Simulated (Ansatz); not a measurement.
Input, command and steps of an Ansatz relaxation.

```yaml
crystal:
  lattice:
    - [1.4003457548, 0.8084899985, 6.8534263062]
    - [-1.4003457548, 0.8084899985, 6.8534263062]
    - [0.0, -1.616979997, 6.8534263062]
  atoms:
    - { symbol: Ag, position: [0.0, 0.0, 0.0] }
    - { symbol: Ag, position: [0.7776849189, 0.7776849189, 0.7776849189] }
    - { symbol: Ag, position: [0.2223150811, 0.2223150811, 0.2223150811] }
basis:
  ecutwfc: 420
kpoints:
  mp_grid: { grid: [18, 18, 18] }
hamiltonian:
  xc: pbesol
scf:
  occupations: { method: gaussian, width: 0.1 }
output:
  forces: true
  stress: true
  eigenvalues: true
relax:
  adjacent_minimum: "off"
  f_tol: 0.008
  max_steps: 50
  cell: { stress_tol: 0.08, p_target: 10.0 }
```

```bash
ansatz run input.yaml --threads 1 --pin off --max-ram 2560MiB --backend cpu --events-out ev --progress --plain --runs-dir out
```

Computed with DFT PBEsol, scalar-relativistic, plane waves, PAW (Ansatz 0.2.0).

Of 4 frames 3 are shown, positions in Å and forces in eV/Å; the SCF threshold varies from step to step. Steps run on the plane waves of an earlier cell, with a Pulay correction in the pressure. The basis is chosen afresh for the last frame, the zero of the energies, and at times for earlier ones too; energy and pressure step there, also at an unchanged geometry. The relaxation lowers the enthalpy F + PV at the target pressure, so the free energy itself can rise. The mark taken_back stands on steps that the optimiser undid.

```xyz
3
Lattice="1.4003 0.8085 6.8534 -1.4003 0.8085 6.8534 0.0000 -1.6170 6.8534" Properties=species:S:1:pos:R:3:forces:R:3 pbc="T T T" step=1 free_energy_over_end_meV_per_atom=2.37 pressure_GPa=10.41
Ag    0.0000    0.0000    0.0000    0.0000    0.0000    0.0000
Ag    0.0000    0.0000   15.9894    0.0000    0.0000   -0.0022
Ag    0.0000    0.0000    4.5709    0.0000    0.0000    0.0022
3
Lattice="1.4027 0.8098 6.8642 -1.4027 0.8098 6.8642 0.0000 -1.6197 6.8642" Properties=species:S:1:pos:R:3:forces:R:3 pbc="T T T" step=2 free_energy_over_end_meV_per_atom=-2.38 pressure_GPa=9.57 taken_back
Ag    0.0000    0.0000    0.0000    0.0000    0.0000    0.0000
Ag    0.0000    0.0000   16.0143    0.0000    0.0000    0.0024
Ag    0.0000    0.0000    4.5784    0.0000    0.0000   -0.0024
3
Lattice="1.4015 0.8092 6.8586 -1.4015 0.8092 6.8586 0.0000 -1.6183 6.8586" Properties=species:S:1:pos:R:3:forces:R:3 pbc="T T T" step=4 free_energy_over_end_meV_per_atom=0.00 pressure_GPa=10.00
Ag    0.0000    0.0000    0.0000    0.0000    0.0000    0.0000
Ag    0.0000    0.0000   16.0013    0.0000    0.0000    0.0000
Ag    0.0000    0.0000    4.5745    0.0000    0.0000    0.0000
```

Time: 47 s on 1 thread of AMD EPYC 9R45 96-Core Processor (Zen 5) (shared host), peak memory 0.94 GiB.